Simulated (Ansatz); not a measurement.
# Stationary points along a deformation path in TiSi

Method: DFT r2SCAN, scalar-relativistic, plane waves, PAW (Ansatz). The runs took a 500 eV cutoff, a Γ-centred 24×24×18 mesh and Gaussian smearing (0.15 eV). No spin polarisation. Energies are free energies at this smearing, counted from the undisturbed cell; pressure is positive in compression.

Zero of the scan (relaxed at this level; it needn't be the usual structure):

```
CELL_PARAMETERS angstrom
1.81535 -2.07751 0.00000
1.81535 2.07751 0.00000
0.00000 0.00000 3.81355
ATOMIC_POSITIONS crystal
Ti 0.50000 0.50000 0.00000
Si 0.00000 0.00000 0.50000
```

At fixed volume and fractional coordinates, lengths along (0.000, 0.000, 1.000) are scaled against those across it; ρ is that ratio over its starting value. V = 14.382 Å³/atom. Δσ is the stress along the axis less the mean stress across it (compression positive).

```csv
ρ,ΔE (meV/atom),Δσ (GPa),space group
0.850,87.1,14.88,Cmmm
0.920,25.7,9.95,Cmmm
1.000,0.0,-0.14,Cmmm
1.100,38.1,-13.11,Cmmm
1.200,143.7,-28.01,Cmmm
```

**Question.** How does the stress give the slope of the energy, and where is the energy stationary?

**Answer.** Along the path d ln(length) is 2/3 d ln ρ on the axis and −1/3 d ln ρ across it, so dE/d ln ρ = −(2/3) V Δσ: the energy falls with ρ where Δσ is positive. Δσ vanishes or changes sign between ρ = 0.920 and 1.000, a minimum (near 1.00 by linear interpolation). Pairs of stationary points between two samples would go unseen, and could change a minimum read from distant neighbours into a maximum.

**Question.** Integrate that slope from ρ = 1 to 1.200 by the trapezoid rule.

**Answer.** With V/N in Å³ and 1 eV/Å³ = 160.2 GPa the slopes at ρ = 1.000, 1.100, 1.200 are 8, 784, 1676 meV/atom per unit of ln ρ. The steps add 37.8 + 107.1 = 144.8 meV/atom, against 143.7 from the energies; the trapezoid rule misses the curvature of the slope within each step.

In a metal these slopes depend on the k mesh and the smearing.

Cost: 5 runs of about 5.4 core-minutes in all, on Arm Neoverse V2 (shared hosts).